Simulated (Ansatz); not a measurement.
This log comes from Ansatz, run on BBi built on the rocksalt prototype. The starting cell was estimated from covalent radii.

Structure:
```xyz
2
Lattice="0.0000 2.4805 2.4805 2.4805 0.0000 2.4805 2.4805 2.4805 0.0000" Properties=species:S:1:pos:R:3 pbc="T T T"
B     0.0000    0.0000    0.0000
Bi    2.4805    2.4805    2.4805
```

What the program printed (shortened):
```
Pseudopotential: B, paw, valence charge 3, recommended cutoff 420 eV (normal)
Pseudopotential: Bi, paw, valence charge 15, recommended cutoff 420 eV (normal)
Functional definition: PBEsol
Crystal: 2 atoms, lattice volume = 30.523 Å³
Basis set: ecut = 420 eV, 609 PW (Γ)
Bands: 13, of which v1, the nominal top of the filled ones, is band 9 counted from 1 (8 counted from 0)
Symmetry: 48 space group operations
Space group: Fm-3m (ITA 225)
k-points: 29 of 512
preconditioner: auto → none  [σ=0.030 eV  ℏωp=28.5 eV]
SCF 1 converged in 6 iterations: F = -12392.123439 eV  dr2 = 1.27e-10
relax step 1: F+E_penalty+E_count = -12392.12343891 eV  P = +19.087 GPa  Ω = 30.523 Å³
SCF 2 converged in 6 iterations: F = -12392.367333 eV  dr2 = 3.05e-9
relax step 2: F+E_penalty+E_count = -12392.36733255 eV  P = +0.083 GPa  Ω = 35.209 Å³
SCF 3 converged in 3 iterations: F = -12392.367327 eV  dr2 = 1.16e-8
relax step 3: F+E_penalty+E_count = -12392.36732710 eV  P = +0.019 GPa  Ω = 35.232 Å³
SCF 4 converged in 6 iterations: F = -12392.370997 eV  dr2 = 7.08e-12
relax step 4: F+E_penalty+E_count = -12392.37099704 eV  P = +0.093 GPa  Ω = 35.232 Å³  (SCF on a basis re-selected at this cell)
SCF 5 converged in 3 iterations: F = -12392.370991 eV  dr2 = 2.15e-8
relax step 5: F+E_penalty+E_count = -12392.37099105 eV  P = +0.001 GPa  Ω = 35.266 Å³
SCF 6 converged in 5 iterations: F = -12392.371008 eV  dr2 = 4.71e-13
relax step 6: F+E_penalty+E_count = -12392.37100778 eV  P = +0.001 GPa  Ω = 35.266 Å³  (SCF on a basis re-selected at this cell)
SCF converged after 5 iterations
Free energy (F): -12392.371008 eV
Internal energy: -12392.368909 eV  (E = F + TS)
E sigma→0 (E₀):  -12392.369958 eV
Entropy (-TS):   -0.002099 eV (-1.049 meV/atom)
Fermi energy:    12.538906 eV
--- Per-component energies (eV) ---
  E_band       = -47.792391
  E_kinetic    = 345.715703
  E_local      = -1358.716370
  E_nonlocal   = 576.509805
  E_hartree    = 430.193310
  E_xc         = -180.533662
  E_vxc        = -180.188155
  E_paw        = -10586.144824
  E_vpaw       = -291.499534
  E_ewald      = -1619.496873
  E_core_change = 0.104463
  E_smearing   = -0.002099
--- Stress (GPa, compression-positive) ---
        0.001174       0.000000       0.000000
        0.000000       0.001174       0.000000
        0.000000       0.000000       0.001174
  P = ⅓ Tr σ = 0.0012 GPa (0.012 kbar)
--- Relaxed structure (4 steps of the walk, 4 accepted, 2 SCFs on fresh bases) ---
  F+E_penalty+E_count = -12392.37100778 eV
  cell:  # Å, volume = 35.2665 Å³
    - [0.000000, 2.602819, 2.602819]
    - [2.602819, 0.000000, 2.602819]
    - [2.602819, 2.602819, 0.000000]
  atoms:
    - { symbol: B, position: [0.000000, 0.000000, 0.000000] }
    - { symbol: Bi, position: [0.500000, 0.500000, 0.500000] }
```

Question: Reconstruct the input.

Answer:
```yaml
crystal:
  # lattice and atoms as above
kpoints:
  mp_grid: { grid: [8, 8, 8] }
hamiltonian:
  xc: pbesol
scf:
  occupations: { method: fermi_dirac, width: 0.03 }
relax:
  f_tol: 0.01
  cell: {}
  max_steps: 120
```
The relax steps with a changing cell volume need the relax block with cell. Not every key shows in the log; this is the file that was used.

Run as `ansatz run input.yaml --threads 2 --pin off --max-ram 29491MiB --backend cpu --events-out ev --progress --plain --runs-dir out`. Wall time 2.1 s on 2 threads of AMD EPYC 7R13 Processor (Zen 3), with other jobs on the host; peak host memory 0.45 GiB.

All values are calculated for a non-magnetic cell, which may be hypothetical.

Where bands overlap the cell is a metal at that level, and these k meshes limit energies, forces and stress. Overlaps of a few tenths of an eV in semilocal functionals can be an artefact that a hybrid or GW lifts.
